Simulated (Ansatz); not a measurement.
Te$_{2}$Pt:
```
Te2Pt
1.0
    4.05305     0.00000     0.00000
   -2.02653     3.51005     0.00000
    0.00000     0.00000     5.09013
Te Pt
2 1
Direct
  0.66667   0.33333   0.73287
  0.33333   0.66667   0.26713
  0.00000   0.00000   0.00000
```

Relaxed with PBE+D3(BJ). Special points in fractions of this cell's reciprocal vectors: Γ (0.000, 0.000, 0.000); M (0.500, 0.000, 0.000); K (0.333, 0.333, 0.000); A (0.000, 0.000, 0.500); L (0.500, 0.000, 0.500); H (0.333, 0.333, 0.500).

Question: List the band energies nearest the Fermi level at these points for the program Ansatz at the PBE+D3(BJ) level (PAW).

Answer: In eV from the Fermi level; about four levels below and three above (degenerate sets whole), none deeper than 8.9 eV; points with the same levels are listed once.

```
k                          below                above
-  -----------------------------  -------------------
Γ  -3.68 -3.68 -2.65 -0.48 -0.48       0.77 0.77 1.60
M        -3.38 -3.33 -3.22 -2.87       0.09 2.67 4.00
K        -1.76 -1.76 -0.16 -0.16  2.55 6.53 7.42 7.42
A        -2.24 -1.38 -1.35 -1.35       2.25 2.25 4.25
L        -3.34 -3.18 -2.24 -0.67       0.22 1.38 4.47
H  -3.94 -3.94 -3.41 -2.67 -2.67       2.70 2.70 5.90
```

Space group P-3m1. The cell was relaxed with PBE+D3(BJ) under the symmetry of its start. No spin polarisation was allowed. Scalar-relativistic: spin–orbit coupling is off unless named, which matters more the heavier the elements.

Potentials: the earlier of the program's two PAW sets.
